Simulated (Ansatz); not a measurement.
## What DFT gives for LiIn

```
In Li
1.0
     0.00000    3.41154    3.41154
     3.41154    0.00000    3.41154
     3.41154    3.41154    0.00000
In Li
2 2
Direct
  0.00000 0.00000 0.00000
  0.25000 0.25000 0.25000
  0.50000 0.50000 0.50000
  0.75000 0.75000 0.75000
```

The numbers come from plane-wave PAW DFT (Ansatz): r2SCAN, no spin polarisation, 500 eV, 9×9×9 Γ-centred k points, fermi-dirac occupations (width 0.111 eV). Nothing was relaxed.

Task: Is there a gap?

Result: It is a metal, with about 0.3 states/eV a cell as the mean within 0.25 eV of the Fermi level, mostly In p (59 %), In s (20 %) and Li s (16 %).

Task: How is the charge shared?

Result: Bader charges in e: Li +0.87, In -0.87. In the mean Li gives up most and In takes most.

Task: What does the stress say?

Result: The pressure is 0.1 GPa (compression positive), so with the atoms held at these fractions the cell is close to zero pressure.

Task: Describe some of the short contacts.

Result: In–In at 2.95 Å: least valence density 0.25 e/Å³ and ELF 0.46 there. In–Li at 2.95 Å: least valence density 0.07 e/Å³ and ELF 0.05 there. Li–Li at 2.95 Å: least valence density 0.04 e/Å³ and ELF 0.07 there. These are pseudo-fields; inside the PAW spheres they differ from the all-electron ones.

Task: Is it stable against the elements?

Result: -0.36 eV an atom against the elements' usual phases (free molecules for gases, crystals otherwise, with no correction for O₂ or N₂), so it is bound against them; other compounds may still compete. Relaxing would lower it.

Origin: a database entry at a rescaled volume.
